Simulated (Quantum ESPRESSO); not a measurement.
**NMR parameters of BP**

```
BP
1.0
    0.00000     2.26900     2.26900
    2.26900     0.00000     2.26900
    2.26900     2.26900     0.00000
B P
1 1
Direct
  0.00000   0.00000   0.00000
  0.25000   0.25000   0.25000
```
The cell was made here from an entry of the Crystallography Open Database (unchecked): atoms relaxed with PBE in the measured cell (PBE without dispersion, pw.x of a modified build of Quantum ESPRESSO, symmetry kept).  Stability against distortions was not tested.

Shieldings are absolute and leave out the bulk-susceptibility term; a larger σ means a smaller chemical shift. By our sweeps, such settings leave a few ppm in absolute σ. The datasets of P hold no d projectors, which limits absolute σ on these atoms.

Task: What do the calculations give at each independent site (shieldings by PBE GIPAW on JTH datasets (Quantum ESPRESSO), 20 Ha, k-mesh 10×10×10 shifted, f-sum rule met within 0.01 %)?

Result: 
```
site        site symmetry  σ_iso (ppm)
----------  -------------  -----------
B (atom 1)           -43m          123
P (atom 2)           -43m          432
```
